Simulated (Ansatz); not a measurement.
One crystal and one scan (scan of one atom of the cell) at two levels, PBE (plane waves to 420 eV, PAW, scalar-relativistic; Ansatz, a first-principles code) and PBEsol (plane waves to 420 eV, PAW, scalar-relativistic; Ansatz), each from its own relaxed cell and on its own mesh.

The crystal is SnO₂ (rutile); one O atom of a 6-atom cell moves by s along Cartesian [110], with its periodic images.

E stands for the smeared free energy. SnO2 was relaxed with its symmetry unable to fall. (PBE) Left out: 1 of 11 points, with atoms too close for the PAW data. (PBEsol) Left out: 1 of 11 points, with atoms too close for the PAW data.

```tsv
quantity	run 1	run 2
Lattice constant a (Å)	4.769	4.828
Lattice constant c (Å)	3.212	3.238
Relaxed volume (Å³/atom)	12.18	12.58
Band gap of the relaxed cell, no spin-orbit coupling (eV)	0.92	0.68
Force constant k = d²E/ds² at s = 0 (finite differences) (eV/Å²)	21.91	20.04
```

Which run is which level?

Run 2 is PBE, run 1 is PBEsol. PBE gives the higher value for: lattice constant a; lattice constant c; relaxed volume. PBE gives the lower value for: band gap of the relaxed cell, no spin-orbit coupling; force constant k = d²E/ds² at s = 0. Both give the same shape of the curve: a single well with its minimum at or next to zero displacement.

(For displaced atoms, the force is minus the slope of the energy, and its curvature is a force constant, which sets phonon frequencies.)
